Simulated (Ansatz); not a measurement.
CoGe$_{2}$:
```xyz
3
Lattice="4.5244 0.0000 0.0000 -2.2622 3.9182 0.0000 0.0000 0.0000 2.5904" Properties=species:S:1:pos:R:3 pbc="T T T"
Co     0.0000     0.0000     0.0000
Ge     0.0000     2.6121     1.2952
Ge     2.2622     1.3061     1.2952
```
Starting moments (μB, in the order of the atoms Co Ge Ge): 1.5 0.1 0.1.

Relaxed with PBE+D3(BJ). Special points in fractions of this cell's reciprocal vectors: Γ (0.000, 0.000, 0.000); M (0.500, 0.000, 0.000); K (0.333, 0.333, 0.000); A (0.000, 0.000, 0.500); L (0.500, 0.000, 0.500); H (0.333, 0.333, 0.500).

### Question
List the band energies nearest the Fermi level at these points for DFT-PBE+D3(BJ) in the program Ansatz with PAW potentials.

### Answer
In eV from the Fermi level; about four levels below and three above (degenerate sets whole), none deeper than 8.9 eV; points with the same levels are listed once.

| k | below | above |
|---|---|---|
| Γ ↑ | -1.18 -1.18 -0.42 -0.42 | 1.40 7.50 11.69 |
| M ↑ | -2.33 -1.71 -1.68 -1.27 | 3.52 4.80 5.39 |
| K ↑ | -2.40 -2.40 -1.70 -1.70 | 0.92 0.92 2.11 |
| A ↑ | -0.85 -0.62 -0.28 -0.28 | 4.67 5.10 5.10 |
| L ↑ | -2.04 -1.80 -1.74 -0.53 | 0.20 0.23 3.23 |
| H ↑ | -2.21 -2.21 -1.87 -1.50 -1.50 | 2.06 5.14 5.14 |
| Γ ↓ | -4.54 -4.54 -2.51 -1.19 -1.19 | 0.26 0.26 0.72 0.72 |
| M ↓ | -4.74 -1.83 -1.26 -0.06 | 0.20 0.25 3.55 |
| K ↓ | -7.32 -2.11 -1.56 -1.56 | 0.22 0.22 1.38 1.38 |
| A ↓ | -0.82 -0.81 -0.19 -0.19 | 0.60 4.85 5.58 5.58 |
| L ↓ | -3.11 -0.68 -0.54 -0.36 | 0.26 0.60 1.16 |
| H ↓ | -0.66 -0.66 -0.28 -0.28 | 2.69 5.31 5.31 |

Space group P6/mmm. The cell is a constructed one: a structure type filled with these elements; neither database checked (COD, Materials Project) lists it. Its standing as an ambient phase is unchecked. The cell was relaxed with PBE+D3(BJ) under the symmetry of its start; its stability against distortions is not shown here. Magnetic state: ferromagnetic, the only order run, not a proven ground state. The cell computed holds one magnetic atom, so no antiferromagnetic order was within reach. Spin–orbit coupling is left out wherever it is not named.

Potentials: the earlier of the program's two PAW sets.
